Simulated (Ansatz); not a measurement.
AlCl3 in space group C2/m (No. 12; Al on 4g, Cl on 4i, Cl on 8j) at seven volumes, DFT-LDA in the program Ansatz with PAW potentials, shape and atoms relaxed at each. One row is withheld.

| V (Å³/atom) | P (GPa) |
|---|---|
| 19.108 | ? |
| 19.738 | 1.66 |
| 20.368 | 0.70 |
| 20.998 | 0.00 |
| 21.628 | -0.46 |
| 22.258 | -0.75 |
| 22.888 | -0.87 |

Q: Fit the shown pressures and predict the withheld one.

A: P = (3/2)B₀(x^(7/2) − x^(5/2))[1 + (3/4)(B′ − 4)(x − 1)] with x = (V₀/V)^(2/3). Least squares on the six rows gives V₀ = 20.999 Å³/atom, B₀ = 18.8 GPa, B′ = 12.46. At V = 19.108, x = 1.0649 and P = 3.03 GPa. The run itself gave 2.92 GPa.

The workflow started from a Materials Project entry (that database holds measured and hypothetical structures alike); the Crystallography Open Database files this formula in space group No. 12, but the cells were not matched. Whether it is the stable phase at ambient conditions was not checked. The cell was relaxed with LDA under the symmetry of its start; phonons on a q-mesh show no instability. A crystal of weakly bound layers computed without a dispersion correction: the cell and the soft elastic constants depend strongly on that.

Potentials: the later of the program's two PAW sets.
